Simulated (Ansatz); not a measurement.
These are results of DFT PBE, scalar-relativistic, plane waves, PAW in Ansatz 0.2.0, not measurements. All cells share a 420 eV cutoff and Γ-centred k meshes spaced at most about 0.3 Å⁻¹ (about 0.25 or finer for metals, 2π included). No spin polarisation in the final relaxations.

Temperature and zero-point effects are left out. All come from trial cells, and lower structures may exist.

Question: Which of these relaxed structures of MoIr₄ is the lowest in energy?
A.

```
CELL_PARAMETERS angstrom
-2.84780 2.84780 2.84780
2.84780 -2.84780 2.84780
2.84780 2.84780 -2.84780
ATOMIC_POSITIONS crystal
Mo 0.00000 0.00000 0.00000
Ir 0.00000 0.00000 0.50000
Ir 0.00000 0.50000 0.00000
Ir 0.50000 0.00000 0.00000
Ir 0.50000 0.50000 0.50000
```

B.

```
CELL_PARAMETERS angstrom
4.50360 0.00000 0.00000
-2.25180 3.90023 0.00000
0.00000 0.00000 5.12839
ATOMIC_POSITIONS crystal
Mo 0.00000 0.00000 0.00000
Ir 0.33333 0.66667 0.00000
Ir 0.66667 0.33333 0.00000
Ir 0.33333 0.66667 0.50000
Ir 0.66667 0.33333 0.50000
```

Answer: B. It has space group P6/mmm (No. 191); the next, A, with space group Im-3m (No. 229), lies 98 meV/atom higher. Counting all near atoms (those within 1.25 times the shortest distance at each site; a plus sign parts nearer from farther groups; a slash parts the counts of unlike sites), the lowest has Mo 6, Ir 5/8 and the next has Mo 8, Ir 2+6. Even the lowest lies +0.94 eV/atom against the elements.

Spin–orbit coupling, which can matter for Ir, is left out. Cells relaxed within their symmetry can be saddle points. Some structure types and database cells were kept out of the candidates from the start, so a known form may be missing.
